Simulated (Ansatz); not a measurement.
# Compressing KVF3: a fit and a missing row

KVF3, Pm-3m, a = 4.106 Å. The structure is a COD entry; whether it is the stable form wasn't checked. Ansatz: PBEsol, PAW, 420 eV, Γ-centred 10×10×10 mesh on 5 atoms, Gaussian smearing 0.02 eV; collinear spin, largest moment 2.2 μB. Symmetry fixes shape and atoms, so the cell is only scaled; pressure is positive in compression.

| V (Å³/atom) | P (GPa) |
| --- | --- |
| 13.015 | 5.57 |
| 13.430 | ? |
| 13.845 | -0.01 |
| 14.261 | -2.15 |
| 14.676 | -3.96 |

Problem. Take V0 = 13.845 Å³/atom, count pressures from its P0 = -0.01 GPa, fit the third-order Birch–Murnaghan form to the other rows, and predict the missing pressure.

Solution. With the Eulerian strain f = ½[(V0/V)^(2/3) − 1] and y = (P − P0)/[3f(1 + 2f)^(5/2)], the form is the line y = B0 + 1.5 B0 (B0′ − 4) f. Rows (f, y): 0.02104, 79.7; -0.00977, 76.7; -0.01906, 76.1. Means f = -0.002597, y = 77.500; Σ(Δf)² = 0.0008812, ΣΔfΔy = 0.08079; the slope is their ratio. y = 77.74 + 91.68 f GPa, so B0 = 77.7 GPa and B0′ = 4 + 2 × (91.68)/(3 × 77.74) = 4.79. At V = 13.430, f = 0.01025, y = 78.68 and P = 2.54 GPa. The run gave 2.54 GPa, the same to the digits shown.

The cell holds one magnetic atom, so it can only be ferromagnetic; an antiferromagnetic order may lie lower.

Symmetry holds off the tilts and polar distortions that many cubic perovskites undergo.

Cost: 5 runs of about 2.6 core-minutes in all, on Arm Neoverse V2 (shared hosts).